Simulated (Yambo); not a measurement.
G0W0@PBEsol for NaLiCdS2 (space group P3m1, No. 156) in Yambo. Reference settings: 3×3×2 Γ-centred k mesh, bands 7 to 197 and a 8 Ry block in the screening, 197 bands in G with the Bruneval-Gonze terminator, plasmon pole fitted at 27.2 eV. The PBEsol gap Γ → Γ on this mesh is 1.47 eV; G0W0 gaps are taken between the same points.

With and without the terminator, as bands are cut:

```
bands in G (in W)  gap, terminator (eV)  gap, none (eV)  valence shift, terminator (eV)  valence shift, none (eV)
-----------------  --------------------  --------------  ------------------------------  ------------------------
73 (197)                          2.963           2.850                          -1.013                    -0.605
126 (197)                         2.958           2.893                          -1.046                    -0.846
197 (197)                         2.959           2.929                          -1.054                    -0.962
```

Over this range the gap spans 0.005 eV with the terminator and 0.079 eV without, the valence shift 0.041 eV and 0.357 eV. Neither column has reached its limit for certain.

Spin-orbit coupling is not included.

Geometry of the Materials Project entry, not relaxed at this level; primitive cell a = 4.157 Å, b = 4.157 Å, c = 7.042 Å, α = 90.00°, β = 90.00°, γ = 120.00°.

The structure is a Materials Project entry; no match was found in the copy of COD used, and its stability was not checked.

A shift is the quasiparticle energy of the state minus its PBEsol energy.
